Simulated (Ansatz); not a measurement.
Every step of a relaxation of fcc Pd (110), 5 layers

DFT, r2SCAN, PAW with Ansatz's default frozen-core files, scalar-relativistic (Ansatz 0.2.0); a Γ-centred 13×9×1 k mesh, Fermi–Dirac smearing of 0.05 eV, no spin polarisation. The run relaxes the atoms in the fixed cell.

Command: `ansatz run input.yaml --threads 2 --pin off --max-ram 4096MiB --backend cpu --events-out ev --progress --plain --runs-dir out` It took 2.5 min on 2 threads of Intel(R) Xeon(R) Platinum 8488C (Sapphire Rapids) (shared host), peak memory 1.2 GiB.

```yaml
crystal:
  lattice:
    - [2.7642062009, 0.0, 0.0]
    - [0.0, 3.9091778985, 0.0]
    - [0.0, 0.0, 21.5284]
  atoms:
    - { symbol: Pd, position: [0.0, 0.0, 0.3716018748] }
    - { symbol: Pd, position: [0.5, 0.5, 0.4358009372] }
    - { symbol: Pd, position: [0.0, 0.0, 0.5] }
    - { symbol: Pd, position: [0.5, 0.5, 0.5641990628] }
    - { symbol: Pd, position: [0.0, 0.0, 0.6283981252] }
kpoints:
  mp_grid: { grid: [13, 9, 1] }
scf:
  occupations: { method: fermi_dirac, width: 0.05 }
hamiltonian:
  xc: r2scan
  pseudopotentials: { kind: paw }
output:
  forces: true
  stress: true
  eigenvalues: true
  write_density: true
  write_potential: true
  elf: true
  volumetric_format: npy
relax:
  f_tol: 0.01
  max_steps: 40
efield:
  axis: 3
  amplitude: 0
  dipole_correction: true
```

Each step lists its free energy a cell above the last geometry, and Cartesian positions (Å) with forces (eV/Å).

The first step:

```
step 1  dF = 75.74 meV
  Pd 0.0000 0.0000 8.0000   0.0000 0.0000 0.5324
  Pd 1.3821 1.9546 9.3821   0.0000 0.0000 -0.5124
  Pd 0.0000 0.0000 10.7642   0.0000 0.0000 0.0000
  Pd 1.3821 1.9546 12.1463   0.0000 0.0000 0.5124
  Pd 0.0000 0.0000 13.5284   0.0000 0.0000 -0.5324
```

The PAW files were made under PBE.

Task: Where does the relaxation end, and by which steps?

Result: After 4 geometries, with a shortest distance of 2.665 Å. The further steps:
```
step 2  dF = 3.68 meV
  Pd 0.0000 0.0000 8.1259   0.0000 0.0000 -0.1319
  Pd 1.3821 1.9546 9.3461   0.0000 0.0000 -0.0179
  Pd 0.0000 0.0000 10.7642   0.0000 0.0000 0.0000
  Pd 1.3821 1.9546 12.1823   0.0000 0.0000 0.0179
  Pd 0.0000 0.0000 13.4025   0.0000 0.0000 0.1319
step 3  dF = 0.24 meV
  Pd 0.0000 0.0000 8.0969   0.0000 0.0000 0.0011
  Pd 1.3821 1.9546 9.3319   0.0000 0.0000 0.0402
  Pd 0.0000 0.0000 10.7642   0.0000 0.0000 0.0000
  Pd 1.3821 1.9546 12.1965   0.0000 0.0000 -0.0402
  Pd 0.0000 0.0000 13.4315   0.0000 0.0000 -0.0011
step 4  dF = 0.00 meV
  Pd 0.0000 0.0000 8.0989   0.0000 0.0000 0.0007
  Pd 1.3821 1.9546 9.3382   0.0000 0.0000 -0.0016
  Pd 0.0000 0.0000 10.7642   0.0000 0.0000 0.0000
  Pd 1.3821 1.9546 12.1902   0.0000 0.0000 0.0016
  Pd 0.0000 0.0000 13.4295   0.0000 0.0000 -0.0007
step 5  dF = 0.00 meV  (same geometry, solved once more)
  Pd 0.0000 0.0000 8.0989   0.0000 0.0000 0.0006
  Pd 1.3821 1.9546 9.3382   0.0000 0.0000 -0.0016
  Pd 0.0000 0.0000 10.7642   0.0000 0.0000 0.0000
  Pd 1.3821 1.9546 12.1902   0.0000 0.0000 0.0016
  Pd 0.0000 0.0000 13.4295   0.0000 0.0000 -0.0006
```
